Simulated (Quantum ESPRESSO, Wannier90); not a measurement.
Tight-binding from DFT: ScS (rock salt)

```
CELL_PARAMETERS angstrom
      0.00000     2.60879     2.60879
      2.60879     0.00000     2.60879
      2.60879     2.60879     0.00000
ATOMIC_POSITIONS crystal
  Sc 0.50000 0.50000 0.50000
  S  0.00000 0.00000 0.00000
```

Cell from Materials Project (mp-1476), symmetrised, no further relaxation. COD (Crystallography Open Database) has an entry of this formula and space group (matched by these alone). Method: PBEsol plane waves in Quantum ESPRESSO 7.5 (PseudoDojo norm-conserving files, 63 Ry, no spin polarisation, no spin-orbit coupling), Bloch states on a 10×10×10 mesh through Γ, Wannier90 4.0.1. Density: 10×10×10 mesh, cold smearing 0.01 Ry.

Valence charges of the files: Sc 11, S 6. 22 bands were computed.

Isolated groups of bands, relative to the Fermi level (bands from 9 on overlap up to the last one computed):

| bands | from (eV) | to (eV) | filling | weight on atomic waves |
|---|---|---|---|---|
| 1 | -50.20 | -50.18 | filled | Sc 3s 98 % |
| 2–4 | -29.07 | -28.90 | filled | Sc 3p 99 % |
| 5 | -15.48 | -14.12 | filled | S 3s 79 %, Sc 4s 10 %, Sc 3d 8 % |
| 6–8 | -7.48 | -3.01 | filled | S 3p 77 %, Sc 3d 17 % |

Wanted is a model with the orbitals Sc d, S p, without the filled groups that are mainly made of other shells (semicore states, and anion s where it isn't named); all higher bands stay in for disentanglement.

**Question.** Give num_wann, exclude_bands and num_bands, and the number of electrons that the model holds.

**Answer.** Electrons: 1×11 + 1×6 = 17, or 8.5 bands' worth; no gap over 0.05 eV opens at the Fermi level at this level of theory.
num_wann = 1×5 + 1×3 = 8.
exclude_bands = 1-5, 5 bands, so num_bands = 22 − 5 = 17.
The model holds 17 − 2×5 = 7 electrons. With the window frozen to 1.50 eV it follows pw.x to 5.8 meV rms (states up to 1.0 eV relative to the Fermi level).
